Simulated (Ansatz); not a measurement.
According to DFT-r²SCAN in the program Ansatz with PAW potentials, AlPd3N in the anti-perovskite structure (Pm-3m) relaxes to a = 4.106 Å. Al has 12 nearest neighbours from 2.90 Å (cuboctahedral); N has 6 nearest neighbours from 2.05 Å (octahedral). Its formation energy from the elements is 0.008 eV/atom, with no fitted shifts.

Electronic character: metallic (no gap). Gap from r²SCAN with spin–orbit coupling: none (metallic).

The bulk modulus is 183 GPa. Bader charges are Al +1.23, Pd -0.09, N -0.98 e.

The start of the workflow was typed in or built on a structure type; neither database checked (COD, Materials Project) lists it. Whether it is the stable phase at ambient conditions was not checked. The r²SCAN relaxation kept the symmetry of its start; whether a distortion lowers the energy is not shown. No spin polarisation was allowed. The volume moved by 16 % from the start of the relaxation. The references are the lowest solids computed at this level, not always the standard phases (solids in place of the gases). Spin–orbit coupling is left out wherever it is not named.

Potentials: the earlier of the program's two PAW sets. The files were generated under PBE; for other functionals the program regenerates the frozen cores, and for LDA and PBEsol the local potential too.
